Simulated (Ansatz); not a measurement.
Ta2GeN:
```
Ta2GeN
1.0
    3.26492     0.00000     0.00000
   -1.63246     2.82751     0.00000
    0.00000     0.00000    12.25247
Ge Ta N
2 4 2
Direct
  0.33333   0.66667   0.75000
  0.66667   0.33333   0.25000
  0.33333   0.66667   0.09159
  0.66667   0.33333   0.59159
  0.66667   0.33333   0.90841
  0.33333   0.66667   0.40841
  0.00000   0.00000   0.00000
  0.00000   0.00000   0.50000
```

Relaxed with PBE. Special points in fractions of this cell's reciprocal vectors: Γ (0.000, 0.000, 0.000); M (0.500, 0.000, 0.000); K (0.333, 0.333, 0.000); A (0.000, 0.000, 0.500); L (0.500, 0.000, 0.500); H (0.333, 0.333, 0.500).

### Question
List the band energies nearest the Fermi level at these points for the program Ansatz at the PBE level (PAW).

### Answer
In eV from the Fermi level; about four levels below and three above (degenerate sets whole), none deeper than 8.9 eV; points with the same levels are listed once.

| k | below | above |
|---|---|---|
| Γ | -1.32 -0.21 -0.21 -0.14 | 0.53 0.64 0.64 |
| M | -3.39 -3.17 -0.59 -0.15 | 0.71 0.79 1.17 |
| K | -2.07 -0.82 -0.82 -0.06 | 0.05 0.05 1.70 |
| A | -1.40 -1.40 -1.40 -1.40 -0.53 -0.53 | 0.12 0.12 0.12 0.12 |
| L | -3.28 -3.28 -0.38 -0.38 | 0.69 0.69 1.50 1.50 |
| H | -1.20 -1.20 -1.01 -1.01 | 0.24 0.24 2.32 2.32 |

Space group P6_3/mmc. The start of the workflow was typed in or built on a structure type; neither database checked (COD, Materials Project) lists it. Its standing as an ambient phase is unchecked. The PBE relaxation kept the symmetry of its start; its stability against distortions is not shown here. No spin polarisation was allowed. Spin–orbit coupling is left out wherever it is not named.

Potentials: the earlier of the program's two PAW sets.
